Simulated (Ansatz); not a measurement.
Problem. Each is relaxed and computed with the program Ansatz at the PBE level (PAW). Which is the only one with a gap?
(A) CaO, rock salt
(B) GaSb, rock salt
(C) ReC, rock salt
(D) YC, rock salt

Solution. A, CaO, rock salt. CaO: gap 3.66 eV (indirect); YC: metal; ReC: metal; GaSb: metal. Built on a structure type that need not be the filed one of that space group: YC, rock salt. Typed or built starts, not in the databases checked: ReC, rock salt; GaSb, rock salt. Not the usual ambient phase: GaSb, rock salt. Standing as an ambient phase not checked: YC, rock salt. All cells were relaxed under the symmetry of their starts (and spin orders); stability against distortions was not tested throughout. Rows with no word on spin ran without spin polarisation. Spin–orbit coupling is left out wherever it is not named.

Potentials: the earlier of the program's two PAW sets.
